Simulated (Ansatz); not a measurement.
CdS:
```yaml
crystal:
  lattice:
    - [4.12396, 0.00000, 0.00000]
    - [-2.06198, 3.57145, 0.00000]
    - [0.00000, 0.00000, 6.70929]
  atoms:
    - { symbol: Cd, position: [0.66667, 0.33333, 0.00088] }
    - { symbol: Cd, position: [0.33333, 0.66667, 0.50088] }
    - { symbol: S, position: [0.66667, 0.33333, 0.62432] }
    - { symbol: S, position: [0.33333, 0.66667, 0.12432] }
```

Tensor components refer to the Cartesian frame of this cell.

**Question.** Give the high-frequency dielectric tensor and the Born effective charge tensors of the independent atoms from DFPT, PBEsol in the plane-wave PAW code Ansatz.

**Answer.** 
ε∞:
```
6.23  0.00  0.00
0.00  6.23  0.00
0.00  0.00  6.37
```
Z* of atom 1 (Cd), rows: field, columns: displacement, in e:
```
2.11  0.00  0.00
0.00  2.11  0.00
0.00  0.00  2.21
```
Z* of atom 3 (S), rows: field, columns: displacement, in e:
```
-2.11   0.00   0.00
 0.00  -2.11   0.00
 0.00   0.00  -2.21
```

Space group P6_3mc (wurtzite). Symmetry was held in the PBEsol relaxation. Spin–orbit coupling is left out wherever it is not named.

Potentials: the later of the program's two PAW sets.
